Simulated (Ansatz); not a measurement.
Input:

K2Pt:
```xyz
3
Lattice="0.0000 3.7739 3.7739 3.7739 0.0000 3.7739 3.7739 3.7739 0.0000" Properties=species:S:1:pos:R:3 pbc="T T T"
K      5.6608     5.6608     5.6608
K      1.8869     1.8869     1.8869
Pt     0.0000     0.0000     0.0000
```

This is the r²SCAN-relaxed structure.

**Question.** All from r²SCAN (plane waves, PAW; program Ansatz), unless another level is named. Give the formation energy from the elements (no fitted shifts).

**Answer.** -0.031 eV/atom.

**Question.** Next, the valence-band maximum?

**Answer.** at X.

**Question.** And the weight of the valence-edge state by species (Voronoi cells)?

**Answer.** Pt 97 %, K 3 %.

**Question.** Predict the weight of the conduction-edge state by species (Voronoi cells).

**Answer.** K 73 %, Pt 27 %.

Space group Fm-3m (fluorite or antifluorite type). The first step of the workflow began from a Materials Project structure, measured or hypothetical; the Crystallography Open Database copy checked does not list it. Its standing as an ambient phase is unchecked. Symmetry was held in the r²SCAN relaxation; its stability against distortions is not shown here. No spin polarisation was allowed. The references are the lowest solids computed at this level, not always the standard phases. Scalar-relativistic: spin–orbit coupling is off unless named, which matters more the heavier the elements.

Potentials: the later of the program's two PAW sets.
